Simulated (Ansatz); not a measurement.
Total density of states per atom from r²SCAN (plane waves, PAW; program Ansatz), in 0.25 eV bins, energy from the Fermi level:

(E (eV), states/eV/atom): (-7.85, 0.21); (-7.60, 0.32); (-7.35, 0.39); (-7.10, 0.70); (-6.85, 0.82); (-6.60, 0.56); (-6.35, 0.62); (-6.10, 0.39); (-5.85, 0.40); (-5.60, 0.64); (-5.35, 0.65); (-5.10, 1.21); (-4.85, 0.80); (-4.60, 1.28); (-4.35, 1.08); (-4.10, 1.16); (-3.85, 0.33); (-3.60, 0.18); (-3.35, 0.60); (-3.10, 0.78); (-2.85, 1.04); (-2.60, 1.92); (-2.35, 1.18); (-2.10, 2.81); (-1.85, 2.69); (-1.60, 1.48); (-1.35, 0.64); (-1.10, 0.99); (-0.85, 0.71); (-0.60, 0.44); (-0.35, 0.42); (-0.10, 0.40); (0.15, 0.55); (0.40, 0.75); (0.65, 0.77); (0.90, 0.88); (1.15, 0.85); (1.40, 0.16); (1.65, 0.00); (1.90, 0.00); (2.15, 0.00); (2.40, 0.00); (2.65, 0.00); (2.90, 0.00); (3.15, 0.14); (3.40, 0.14); (3.65, 0.11); (3.90, 0.09); (4.15, 0.09); (4.40, 0.17); (4.65, 0.27); (4.90, 0.36)

Pick the material that matches.
(A) NiS, R3m (Ni on 9b, S on 9b)
(B) LaGaNi4, P-6m2 (La on 1a, Ga on 1c, Ni on 1e, Ni on 3k)
(C) PbS, P-6m2 (Pb on 1a, S on 1f)
(D) LaSi2Ni2, I4/mmm (La on 2a, Si on 4e, Ni on 4d)

A, NiS, R3m (Ni on 9b, S on 9b). Within 0.5 eV of the Fermi level: Ni 3d 57 %, S 3p 36 %. Projections are on Löwdin-orthogonalised atomic valence shells; empty p or d shells of many metals are not among them.

The workflow started from an entry of the Crystallography Open Database (COD), which files this formula under 3 space groups. Whether it is the stable phase at ambient conditions was not checked. The r²SCAN relaxation kept the symmetry of its start; its stability against distortions is not shown here. The workflow began spin-polarised and lost its moments.

Potentials: the later of the program's two PAW sets.
